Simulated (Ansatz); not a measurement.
BeS:
```yaml
crystal:
  lattice:
    - [3.43939, 0.00000, 0.00000]
    - [-1.71969, 2.97860, 0.00000]
    - [0.00000, 0.00000, 5.66716]
  atoms:
    - { symbol: Be, position: [0.66667, 0.33333, 0.99966] }
    - { symbol: Be, position: [0.33333, 0.66667, 0.49966] }
    - { symbol: S, position: [0.66667, 0.33333, 0.62554] }
    - { symbol: S, position: [0.33333, 0.66667, 0.12554] }
```

Relaxed with PBE.

Give the optical modes at the zone centre with their infrared and Raman activity from DFPT, the program Ansatz at the PBE level (PAW).

Transverse frequencies, without the LO–TO term; a row sums one degenerate level.

| ω (cm⁻¹) | degeneracy | IR ((D/Å)²/amu) | Raman (Å⁴/amu) | activity | symmetry |
|---|---|---|---|---|---|
| 162 | 2 | 0.00 | 1.7 | Raman | E2 |
| 370 | 1 | 0.00 | 0 | silent | B1 |
| 527 | 2 | 0.00 | 19 | Raman | E2 |
| 550 | 1 | 18.13 | 46 | IR+Raman | A1 |
| 560 | 2 | 32.05 | 14 | IR+Raman | E1 |
| 596 | 1 | 0.00 | 0 | silent | B1 |

How high does the top mode go among those that the LO–TO term moves?

653 cm⁻¹ for q along x, 653 cm⁻¹ for q along y, 654 cm⁻¹ for q along z.

Space group P6_3mc (wurtzite). A made-up cell: these elements were put on the sites of a structure type; neither database checked (COD, Materials Project) lists it. COD files the formula under space group No. 216, so this cell is another polymorph or a model. Its standing as an ambient phase is unchecked. The cell was relaxed with PBE under the symmetry of its start; phonons on a q-mesh show no instability.

Potentials: the later of the program's two PAW sets.
